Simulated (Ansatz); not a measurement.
Given:

Starting cell, ZnO (wurtzite):

```
CELL_PARAMETERS angstrom
      3.23518     0.00000     0.00000
     -1.61759     2.80175     0.00000
      0.00000     0.00000     5.21141
ATOMIC_POSITIONS crystal
  Zn 0.66667 0.33333 0.00241
  Zn 0.33333 0.66667 0.50241
  O  0.66667 0.33333 0.62279
  O  0.33333 0.66667 0.12279
```

Scan: atom 3 (O, nearest neighbour Zn at 1.970 Å; its periodic images, 3.2 Å or more away, move with it) is displaced along Cartesian [111], direction (0.577, 0.577, 0.577) in Cartesian axes, by s. The other atoms stay.

All values below come from r2SCAN (plane waves to 500 eV, PAW, scalar-relativistic; Ansatz, a first-principles code). k mesh 9×9×5 (Γ-centred), Fermi-Dirac smearing 0.05 eV. The energy includes the smearing's −TS. ZnO was relaxed with its symmetry unable to fall. The zero of ΔE is the undisplaced structure.

The scan covers s from -0.390 to 0.390 Å in 11 points.

**Question.** Is this a single well or a double well?

**Answer.** A single well with its minimum at or next to zero displacement.

**Question.** Is the energy the same for displacements of ±0.390 Å, and if not, which side lies higher?

**Answer.** Not even: the negative side lies higher at ±0.390 Å. With its periodic images moving along, the atom's site symmetry in this cell is 3m..

**Question.** What is the force constant k = d²E/ds² of this move at s = 0?

**Answer.** 9.60 eV/Å².

(A displaced cell: forces are minus the slopes of the energy, force constants its curvatures, and phonons follow from these.)
